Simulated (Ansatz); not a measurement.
**Magnetic orders of TiCl2**

These are results of Ansatz, DFT PBEsol+U, scalar-relativistic, plane waves, PAW, not measurements.

```
CELL_PARAMETERS angstrom
0.00000 3.05852 3.05852
3.05852 0.00000 3.05852
3.05852 3.05852 0.00000
ATOMIC_POSITIONS crystal
Ti 0.00000 0.00000 0.00000
Cl 0.25000 0.25000 0.25000
Cl 0.75000 0.75000 0.75000
```

```
plane-wave cutoff                                : 420 eV
Γ-centred k-mesh                                 : 8×8×8
occupation rule                                  : Gaussian smearing, 0.05 eV
U_eff on Löwdin-orthogonalised atomic d orbitals : Ti 2 eV
list of starting moments (μB, in atom order)     : 1 0 0
check for lower electronic states after the SCF  : on
```

All runs keep this geometry, which isn't relaxed for the lowest state (largest force there 0.000 eV/Å, pressure 3.2 GPa; forces reach 0.02 eV/Å in another state) and needn't be a stable compound; relaxing each order can shift differences of a few meV. A propagation vector, in units of the reciprocal vectors, doubles the cell, which takes an equally dense mesh. Site moments are spin moments in atom-centred spheres that scale with the neighbour distance. The states are those that the runs reached from these starts; a lower one can exist.

| start | ends | energy above lowest (meV/atom) | site moments (μB) | gap on mesh (eV) | P (GPa) |
| --- | --- | --- | --- | --- | --- |
| ferromagnetic | ferromagnetic | 0.00 | Ti +1.59 | 2.41 | 3.2 |
| antiferromagnetic, doubled cell, propagation vector (0, 0, 1/2) | antiferromagnetic | 6.05 | Ti +1.56, Ti -1.56 | 2.53 | 3.3 |

Cost: 2 runs of about 0.47 core-minutes in all, on Arm Neoverse V2 (shared hosts).